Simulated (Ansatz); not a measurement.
Cr₂SiC in space group P6_3/mmc (No. 194; Cr on 4f, Si on 2d, C on 2a) at seven volumes, plane-wave PAW PBEsol (Ansatz code), shape and atoms relaxed at each. One row is withheld.

```tsv
V (Å³/atom)	P (GPa)
9.363	26.12
9.671	16.15
9.980	7.54
10.289	0.00
10.597	?
10.906	-11.89
11.215	-16.47
```

**Question.** Fit the shown pressures and predict the withheld one.

**Answer.** P = (3/2)B₀(x^(7/2) − x^(5/2))[1 + (3/4)(B′ − 4)(x − 1)] with x = (V₀/V)^(2/3). Least squares on the six rows gives V₀ = 10.291 Å³/atom, B₀ = 229 GPa, B′ = 4.02. At V = 10.597, x = 0.9807 and P = -6.33 GPa. The run itself gave -6.42 GPa.

The workflow started from a Materials Project entry (that database holds measured and hypothetical structures alike); the Crystallography Open Database copy checked does not list it. Whether it is the stable phase at ambient conditions was not checked. Symmetry was held in the PBEsol relaxation; its stability against distortions is not shown here. The final state is ferromagnetic, the only order run, not a proven ground state.

Potentials: the later of the program's two PAW sets.
